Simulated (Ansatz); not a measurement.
Input:

InIr₃N (anti-perovskite, Pm-3m), a = b = c = 4.112 Å, α = β = γ = 90.00°.

This is the PBEsol-relaxed structure.

**Question.** All from the program Ansatz at the PBEsol level (PAW), unless another level is named. Give the Young's modulus.

**Answer.** 117 GPa.

**Question.** What about the elastic constants (relaxed ions, GPa)?

**Answer.** C11 = 347, C12 = 226, C44 = 31.6.

The start of the workflow was typed in or built on a structure type; neither database checked (COD, Materials Project) lists it. Its standing as an ambient phase is unchecked. The cell was relaxed with PBEsol under the symmetry of its start. At this level the phase is dynamically unstable (imaginary phonons). The workflow began spin-polarised and lost its moments. Its formation energy is positive at this level, so the cell may be metastable or incomplete. As this level gives no gap, shear constants depend on the k-mesh and smearing (Fermi–Dirac, 0.1 eV here). On the denser mesh and wider smearing of the elastic run this cell carries a stress of 0.3 GPa. Spin–orbit coupling is left out wherever it is not named.

Potentials: the later of the program's two PAW sets.
